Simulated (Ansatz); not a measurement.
Te2Mo: reading a single point

```
CELL_PARAMETERS angstrom
3.51753 0.00000 0.00000
-1.75877 3.04627 0.00000
0.00000 0.00000 13.95817
ATOMIC_POSITIONS crystal
Mo 0.33330 0.66670 0.25000
Mo 0.66660 0.33330 0.75000
Te 0.33330 0.66670 0.62500
Te 0.66660 0.33330 0.12500
Te 0.33330 0.66670 0.87500
Te 0.66670 0.33340 0.37500
```

Level: PBE, non-collinear spin; 420 eV; 8×8×2 Γ-centred mesh; fermi-dirac occupations (width 0.0203 eV); Ansatz 0.2.0, fixed geometry.

The state carries no moments; the state need not be the lowest.

Contacts: Mo–Te at 2.68 Å: least valence density 0.48 e/Å³ and ELF 0.47 there. These are pseudo-fields; inside the PAW spheres they differ from the all-electron ones.
Stress: The pressure is 6.7 GPa (compression positive), so with the atoms held at these fractions the cell would first expand; the forces are large, so a full relaxation may end otherwise. The principal stresses 5.2, 5.2, 9.6 GPa differ, so its shape would change too.
Forces: The largest is on Te3 (and as large on other atoms): 1.08 eV/Å, components (0.00, 0.00, -1.08). It makes 131° with the line to a nearest neighbour, Mo2 at 2.68 Å.
Electronic structure: The gap is 0.76 eV, indirect (the least direct gap found is 0.99 eV). A semilocal functional usually gives too small a gap.
Charges: Bader charges in e: Te -0.29, Mo +0.58. In the mean Mo gives up most and Te takes most, against the order of Pauling's electronegativities.

Origin: a database entry at a rescaled volume. Caveats: no spin-orbit coupling, which can shift this gap by tenths of an eV.
